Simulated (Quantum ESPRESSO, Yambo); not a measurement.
## G0W0 results for Ca$_{2}$RuH$_{6}$

```cif
data_H24Ca8Ru4
_chemical_formula_sum 'H24 Ca8 Ru4'
_space_group_name_H-M_alt 'Fm-3m'
_space_group_IT_number 225
_space_group_name_Hall '-F 4 2 3'
_cell_length_a 7.19337
_cell_length_b 7.19337
_cell_length_c 7.19337
_cell_angle_alpha 90.000
_cell_angle_beta 90.000
_cell_angle_gamma 90.000
loop_
_atom_site_label
_atom_site_type_symbol
_atom_site_symmetry_multiplicity
_atom_site_Wyckoff_symbol
_atom_site_fract_x
_atom_site_fract_y
_atom_site_fract_z
_atom_site_occupancy
H1 H 24 e 0.00000 0.00000 0.23710 1
Ca1 Ca 8 c 0.25000 0.25000 0.25000 1
Ru1 Ru 4 a 0.00000 0.00000 0.00000 1
```
(The calculation used a cell of 9 atoms; values per cell refer to that cell.)

The geometry is that of Materials Project entry mp-1079896, symmetrised and not relaxed again.

Starting point: norm-conserving PBEsol (Quantum ESPRESSO, 84 Ry, no spin-orbit coupling). G0W0 in Yambo: 4×4×4 Γ-centred k mesh, bands 5 to 174 and a 8 Ry block in the screening, 174 bands in G with the Bruneval-Gonze terminator, plasmon pole fitted at 27.2 eV.

```json
{
  "PBEsol gap along the band path": "2.34 eV",
  "PBEsol gap between the mesh's edge points (W → X)": "2.34 eV",
  "G0W0 gap between the same points": "3.69 eV",
  "PBEsol smallest direct gap on the mesh (at X)": "2.35 eV",
  "G0W0 direct gap at that point": "3.70 eV"
}
```

```
k point  band  E PBEsol (eV)  E QP (eV)  shift (eV)     Z
-------  ----  -------------  ---------  ----------  ----
Γ          VB          -0.14      -0.66       -0.52  0.78
Γ          CB           4.14       5.54        1.40  0.80
L          VB          -0.12      -0.59       -0.47  0.78
L          CB           4.00       5.11        1.11  0.81
X          VB          -0.01      -0.45       -0.44  0.78
X          CB           2.34       3.25        0.91  0.81
W          VB           0.00      -0.44       -0.44  0.78
W          CB           2.92       3.86        0.95  0.81
```

Energies count from the PBEsol valence-band maximum.

Nearest settings tried, and what they do to the gap: 111 bands in G: +4 meV; 81 bands in W: -16 meV; 3 Ry block (65 vectors against 283): -54 meV. Not varied: mesh. So the settings aren't converged at that level.

Spin-orbit splittings are left out.

The structure is a Materials Project entry; no match was found in the copy of COD used, and its stability was not checked.
